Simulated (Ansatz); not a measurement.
**Computed properties of MgO**

MgO:
```
CELL_PARAMETERS angstrom
      5.57528     0.00000     0.00000
      0.00000     5.57528     0.00000
      0.00000     0.00000     5.57528
ATOMIC_POSITIONS crystal
  Mg 0.25000 0.00000 0.50000
  Mg 0.75000 0.00000 0.50000
  Mg 0.50000 0.75000 0.00000
  Mg 0.50000 0.25000 0.00000
  Mg 0.00000 0.50000 0.75000
  Mg 0.00000 0.50000 0.25000
  O  0.25000 0.50000 0.00000
  O  0.75000 0.50000 0.00000
  O  0.00000 0.75000 0.50000
  O  0.00000 0.25000 0.50000
  O  0.50000 0.00000 0.75000
  O  0.50000 0.00000 0.25000
```

Space group Pm-3n (No. 223); conventional cell a = b = c = 5.575 Å, α = β = γ = 90.00°.

Method: the program Ansatz at the r²SCAN level (PAW). Structure relaxed to zero pressure with the same functional. Other levels are named where they apply.

### Cell and energy

| Property | Result |
|---|---|
| Volume per atom | 14.44 Å³ |
| Density | 2.32 g/cm³ |
| Formation energy from the elements (no fitted shifts) | -2.75 eV/atom |

### Electronic structure

| Item | Result |
|---|---|
| Band gap | 3.40 eV (direct) |
| Valence-band maximum | at Γ |
| Conduction-band minimum | at Γ |
| Electron effective mass | 0.42 mₑ (isotropic) |
| Hole effective mass, band 1 of 3 at the edge | 1.7 along [111] (mₑ) |
| Hole effective mass, band 2 of 3 at the edge | 1.1 along [110], 1.7 along [111] (mₑ) |
| Hole effective mass, band 3 of 3 at the edge | 0.48 along [100], 0.83 along [110], 1.1 along [111] (mₑ) |
| HSE06 gap on the r²SCAN cell | 4.51 eV |

### Mechanics

| Item | Result |
|---|---|
| Bulk modulus (Birch–Murnaghan fit) | 1020 kbar |
| Pressure derivative B′ | 4.0 |
| Elastic constants (relaxed ions, GPa) | C11 = 198, C12 = 53.8, C44 = 21.3 |
| Mechanical stability | stable (all eigenvalues of C positive) |
| Hill bulk and shear moduli | 102 and 35.7 GPa |
| Young's modulus | 95.8 GPa |
| Poisson's ratio | 0.34 |
| Debye temperature from the elastic constants | 539 K |

### Dielectric response

| Item | Value |
|---|---|
| Electronic dielectric constant ε∞ (DFPT) | 2.49 |
| Static dielectric constant ε0 (ions relaxed, cell fixed) | 4.42 |
| Born charges (a third of the trace) | Mg +1.70, O -1.70 e |

### Phonons

| Quantity | Result |
|---|---|
| Highest zone-centre frequency (without LO–TO term) | 697 cm^-1 |
| Zone-centre stability | no imaginary mode at Γ |

### Charges

| Quantity | Result |
|---|---|
| Bader charges | Mg +1.73, O -1.73 e |

The workflow started from a Materials Project entry (that database holds measured and hypothetical structures alike); the Crystallography Open Database copy checked does not list it. It is not the phase usual at ambient conditions (space group No. 225). The cell was relaxed with r²SCAN under the symmetry of its start. The references are the lowest solids computed at this level, not always the standard phases (solids in place of the gases).

Potentials: the later of the program's two PAW sets.
